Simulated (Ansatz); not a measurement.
CuPd in space group R-3m (No. 166; Cu on 3a, Pd on 3b) at seven volumes, DFT-r²SCAN in the program Ansatz with PAW potentials, shape and atoms relaxed at each. One row is withheld.

```
V (Å³/atom)  P (GPa)
-----------  -------
12.167         20.85
12.568         12.55
12.969          5.68
13.370          0.00
13.771             ?
14.172         -8.59
14.573        -11.78
```

**Question.** Fit the shown pressures and predict the withheld one.

**Answer.** Third-order Birch–Murnaghan: P = (3/2)B₀(x^(7/2) − x^(5/2))[1 + (3/4)(B′ − 4)(x − 1)] with x = (V₀/V)^(2/3). Least squares on the six rows gives V₀ = 13.370 Å³/atom, B₀ = 172.0 GPa, B′ = 5.33. At V = 13.771, x = 0.9805 and P = -4.70 GPa. The run itself gave -4.70 GPa.

The workflow started from a Materials Project entry (that database holds measured and hypothetical structures alike); the Crystallography Open Database copy checked does not list it. COD files the formula under space group No. 221. With Cu and Pd taken as one species the cell has the higher symmetry Fm-3m, so it may be an ordered model of a mixed-site phase. Its standing as an ambient phase is unchecked. Symmetry was held in the r²SCAN relaxation; whether a distortion lowers the energy is not shown. The run is not spin-polarised.

Potentials: the later of the program's two PAW sets.
